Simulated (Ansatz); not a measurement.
A trial cell of Al$_{2}$Cu was relaxed with r2SCAN (plane waves to 500 eV, PAW, scalar-relativistic; Ansatz, a quantum-chemistry and plane-wave program).

Before: P-4n2 (No. 118), tP6; a = b = 3.9731 Å, c = 6.3276 Å, α = β = γ = 90.00°.

After relaxation:

Simulated powder pattern, Cu Kα, λ = 1.54184 Å (kinematic, ideal powder, no thermal factors, no anomalous dispersion; the 24 strongest lines at most, above 1 %, up to 2θ = 90°):

```
2θ (°)  I/Imax (%)
------  ----------
22.98          1.2
25.59          100
32.48           27
34.54           28
40.17           30
42.00           26
46.96           15
48.32           10
52.57           41
53.91           24
58.26          9.3
64.51           13
64.81          6.5
68.02          9.1
69.67          3.4
73.96          4.2
77.42          3.7
78.58          4.8
82.04          6.2
82.58          3.1
83.25          3.0
83.52          6.0
86.75          9.0
87.75          3.6
```

Identify the relaxed structure from its pattern: crystal system, space group and cell.

Tetragonal, P4₂/nnm, origin choice 1 (No. 134), tP6; a = 3.898 Å, b = 3.898 Å, c = 7.739 Å, α = 90.00°, β = 90.00°, γ = 90.00°. Sites: Al 4f (0.750, 0.750, 0.750); Cu 2b (0.000, 0.000, 0.500).

Index the strongest lines.

25.59° (101), 32.48° (110), 34.54° (111), 40.17° (112), 52.57° (202).

No spin polarisation in the result.

The run could not lose the symmetry of its start, so the end can be a saddle point.

The relaxed structure here is a generated cell of Al2Cu: the first start was made by a random draw of sites in a space group, and the end was not matched to a known phase here, so it may be hypothetical. Known forms of Al2Cu include space group No. 140.
